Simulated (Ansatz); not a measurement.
CuPt:
Space group R-3m, hexagonal axes (No. 166); a = b = 2.683 Å, c = 12.572 Å, α = β = 90.00°, γ = 120.00°

| atom | site | symmetry | x | y | z |
|---|---|---|---|---|---|
| Cu | 3a | -3m | 0.0000 | 0.0000 | 0.0000 |
| Pt | 3b | -3m | 0.0000 | 0.0000 | 0.5000 |
(The calculation used a cell of 2 atoms; values per cell refer to that cell.)

Relaxed at zero pressure with LDA (plane waves, PAW; program Ansatz).

Question: The volume is raised by 3 % and shape and atoms relax at that volume. What pressure results, and how do the axes share the change?

Answer: -6.8 GPa; a 0.9 %, b 0.9 %, c 1.1 %; the energy rises by 9 meV/atom.

Question: Give the new structure.

Answer: 
Space group R-3m, hexagonal axes (No. 166); a = b = 2.708 Å, c = 12.715 Å, α = β = 90.00°, γ = 120.00°

```
atom  site  symmetry       x       y       z
----  ----  --------  ------  ------  ------
Cu      3a       -3m  0.0000  0.0000  0.0000
Pt      3b       -3m  0.0000  0.0000  0.5000
```

The phase is kept; no other phase was compared at this pressure.

The first step of the workflow began from a Materials Project structure, measured or hypothetical; the Crystallography Open Database copy checked does not list it. With Cu and Pt taken as one species the cell has the higher symmetry Fm-3m, so it may be an ordered model of a mixed-site phase. Whether it is the stable phase at ambient conditions was not checked. Symmetry was held in the LDA relaxation; of distortions, only those at the zone centre were tested. No spin polarisation was allowed. Axis ratios of metals converge slowly with the k-mesh, so a and c are less sure than the volume. Scalar-relativistic: spin–orbit coupling is off unless named, which matters more the heavier the elements.

Potentials: the later of the program's two PAW sets.
